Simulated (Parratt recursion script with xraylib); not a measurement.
X-ray reflectivity of single films on SrTiO3: where the minima fall

Method: specular X-ray reflectivity, Parratt recursion, Névot-Croce roughness, xraylib tables (Parratt recursion script with xraylib 4.3.0).

Photon energy 12.4 keV (λ = 0.9999 Å), s polarisation. The grazing angle θ is scanned from 0.05° to 2.6° in 900 evenly spaced points, and the curve is smoothed with a Gaussian of 0.004° full width. A minimum is a scan point below both neighbours, placed by a parabola through ln R at the three points.

Each run is one film on SrTiO3 (density 5.086 g/cm³, δ = 6.228 × 10⁻⁶, rms roughness 3.4 Å) under vacuum. The film surface has an rms roughness of 4 Å in all runs. The refractive index is n = 1 − δ + iβ. The table lists all minima between 0.35 and 0.75°.

| run | film | thickness d (Å) | density (g/cm³) | δ (10⁻⁶) | β (10⁻⁶) | minima at θ (°) |
|---|---|---|---|---|---|---|
| A | Ti | 400 | 3.901 | 4.917 | 0.1894 | 0.370, 0.433, 0.499, 0.567, 0.635, 0.704 |
| B | Ti | 400 | 3.213 | 4.049 | 0.1560 | 0.361, 0.426, 0.493, 0.561, 0.630, 0.699 |
| C | Ti | 200 | 3.901 | 4.917 | 0.1894 | 0.403, 0.535, 0.671 |
| D | Ti | 400 | 4.589 | ? | ? | ? |

Densities are inputs, not measurements. They were set from computed cells of the Materials Project: Ti from entry mp-46 (P6₃/mmc, 4.589 g/cm³, taken at 70, 85 and 100 %); SrTiO3 from entry mp-5229 (Pm-3m, 5.086 g/cm³). A layer's crystal structure does not enter its constants, only its composition and density.

### Question
How many minima does run D have between 0.35 and 0.75°, and where? Estimate its δ first.

### Answer
Inside a film the fringe order is m = (2d/λ)(sin²θ − 2δ)^½, with the film's own δ. Where the film's δ lies between zero and the substrate's, its two faces reflect with the same sign, and minima are expected at half-integer m.

- Run A, δ between zero and the substrate's: the minima give m = 4.52, 5.50, 6.50, 7.51, 8.50, 9.50.
- Run B, δ between zero and the substrate's: the minima give m = 4.50, 5.50, 6.50, 7.50, 8.50, 9.49.
- Run C, δ between zero and the substrate's: the minima give m = 2.52, 3.52, 4.51.

At fixed composition δ is proportional to density: 4.917 × 4.589/3.901 = 5.784, in the table's units (the run used 5.784). In run D the film's δ lies between zero and the substrate's, so take half-integer m. The window runs from m = 4.06 to 10.11 and holds m = 4.5, 5.5, 6.5, 7.5, 8.5, 9.5. Then sin²θ = 2δ + (mλ/2d)² gives θ = 0.377, 0.439, 0.505, 0.571, 0.639, 0.708°.

The run has 6 minima, at 0.383, 0.444, 0.509, 0.575, 0.642, 0.710°. The largest distance from one of them to an estimated minimum is 0.006°, against a mean spacing of 0.065°.
